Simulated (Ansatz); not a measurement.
The relaxed structure here is a generated cell of VSi2: the first start was made by placing the elements on the sites of a structure type, and the end was not matched to a known phase here, so it may be hypothetical.

A relaxed cell of VSi$_{2}$ (Fm-3m (No. 225)), relaxed on a k-mesh at least as fine as the one used below. Level of theory: PBEsol (plane waves to 420 eV, PAW, scalar-relativistic; Ansatz, an electronic-structure program). Γ-centred k-mesh 5×10×10 on the run's cell (coarser than for final values), Fermi–Dirac smearing 0.05 eV.

```
CELL_PARAMETERS angstrom
      0.00000     5.67319     5.67319
      2.83660     0.00000     2.83660
      2.83660     2.83660     0.00000
ATOMIC_POSITIONS crystal
  V  0.00000 0.00000 0.00000
  V  0.50000 0.00000 0.00000
  Si 0.12500 0.25000 0.25000
  Si 0.62500 0.25000 0.25000
  Si 0.37500 0.75000 0.75000
  Si 0.87500 0.75000 0.75000
```

The atoms are displaced along an unstable phonon of this cell by (Å):

```csv
atom,ux,uy,uz
V1,-0.086,0.086,0.086
V2,0.086,-0.086,-0.086
Si3,0.087,-0.087,-0.087
Si4,-0.087,0.087,0.087
Si5,-0.087,0.087,0.087
Si6,0.087,-0.087,-0.087
```

Problem. What forces (eV/Å) and pressure result?

Solution. 
```tsv
atom	Fx	Fy	Fz
V1	-0.37	0.37	0.37
V2	0.37	-0.37	-0.37
Si3	0.31	-0.31	-0.31
Si4	0.05	-0.05	-0.05
Si5	-0.31	0.31	0.31
Si6	-0.05	0.05	0.05
```

Pressure -0.2 GPa.

Problem. Estimate the energy cost of the displacement in the harmonic approximation and compare with the calculation.

Solution. For a harmonic well ΔE = −½ Σ F·u = -0.160 eV a cell, or -27 meV/atom. The calculated energy relative to the undisplaced cell is -0.03 eV/atom, so the harmonic estimate holds well.

The undisplaced cell is probably no minimum: from this displacement the run went on to R-3m (No. 166), 0.20 eV/atom below it.

No spin polarisation in the result: the starting moments vanished. The relaxed primitive cell holds an odd number of electrons. A magnetic state may lie lower.
